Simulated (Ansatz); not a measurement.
CuPd in space group Cmmm (No. 65; Cu on 2a, Pd on 2c), a = 2.8923 Å, b = 4.4109 Å, c = 4.2264 Å, α = 90.00°, β = 90.00°, γ = 90.00°; the cell used has 2 atoms.

Relaxed with r²SCAN.

Problem. Tabulate the valence density and the electron localisation function along the shortest Cu–Pd contact (2.56 Å), DFT-r²SCAN in the program Ansatz with PAW potentials.

Solution. 

```tsv
distance from Cu (Å)	density (e/Å³)	ELF
0.26	37.37	0.78
0.38	18.12	0.55
0.51	7.52	0.34
0.64	3.01	0.23
0.77	1.26	0.18
0.90	0.58	0.16
1.02	0.37	0.15
1.15	0.32	0.17
1.28	0.33	0.20
1.41	0.42	0.22
1.54	0.63	0.27
1.66	1.14	0.37
1.79	2.39	0.47
1.92	4.79	0.53
2.05	7.93	0.53
2.18	10.80	0.46
2.30	12.68	0.35
```

The density is the valence pseudo-density with augmentation charge, so density and ELF within about 1 Å of a nucleus are not all-electron values.

The workflow started from a Materials Project entry (that database holds measured and hypothetical structures alike); the Crystallography Open Database copy checked does not list it. COD files the formula under space group No. 221. With Cu and Pd taken as one species the cell has the higher symmetry Im-3m, so it may be an ordered model of a mixed-site phase. Whether it is the stable phase at ambient conditions was not checked. Symmetry was held in the r²SCAN relaxation. At this level the phase is dynamically unstable (imaginary phonons). The run is not spin-polarised. Axis ratios of metals converge slowly with the k-mesh, so a and c are less sure than the volume.

Potentials: the later of the program's two PAW sets.
